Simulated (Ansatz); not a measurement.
SiNi$_{3}$ (Cu3Au type, Pm-3m) at seven volumes, DFT-PBE in the program Ansatz with PAW potentials, scaled uniformly. One row is withheld.

```tsv
V (Å³/atom)	P (GPa)
9.805	?
10.129	15.34
10.452	7.03
10.775	0.03
11.098	-5.86
11.422	-10.81
11.745	-14.97
```

### Question
Fit the shown pressures and predict the withheld one.

### Answer
P = (3/2)B₀(x^(7/2) − x^(5/2))[1 + (3/4)(B′ − 4)(x − 1)] with x = (V₀/V)^(2/3). Least squares on the six rows gives V₀ = 10.776 Å³/atom, B₀ = 214 GPa, B′ = 4.77. At V = 9.805, x = 1.0650 and P = 25.33 GPa. The run itself gave 25.22 GPa.

Symmetry was held in the PBE relaxation. The workflow began spin-polarised and lost its moments.

Potentials: the later of the program's two PAW sets.
